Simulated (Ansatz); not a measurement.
AlNi$_{3}$: zone-centre modes

These are results of DFT PBEsol, scalar-relativistic, plane waves, PAW (Ansatz), not measurements. Settings: plane waves to 420 eV, k-mesh 14×14×14 (Γ-centred), Gaussian smearing 0.15 eV. No spin polarisation. A magnetic state may lie lower.

Reference structure (relaxed at this level; it needn't be the usual structure):

```
CELL_PARAMETERS angstrom
0.00000 2.79841 2.79841
2.79841 0.00000 2.79841
2.79841 2.79841 0.00000
ATOMIC_POSITIONS crystal
Al 0.50000 0.50000 0.50000
Ni 0.25000 0.25000 0.25000
Ni 0.00000 0.00000 0.00000
Ni 0.75000 0.75000 0.75000
```

Harmonic modes by finite displacements of 0.02 Å, without the LO–TO term.

At this geometry, is the structure stable against these modes?

Yes: no mode is imaginary beyond 10 cm⁻¹, and only the three translations lie near zero.

List the wavenumbers in cm⁻¹.

0, 0, 0, 189, 189, 189, 244, 244, 244, 334, 334, 334.

Cost: 1 run of about 2.2 core-minutes, on Intel Xeon Platinum 8488C (Sapphire Rapids) (shared hosts).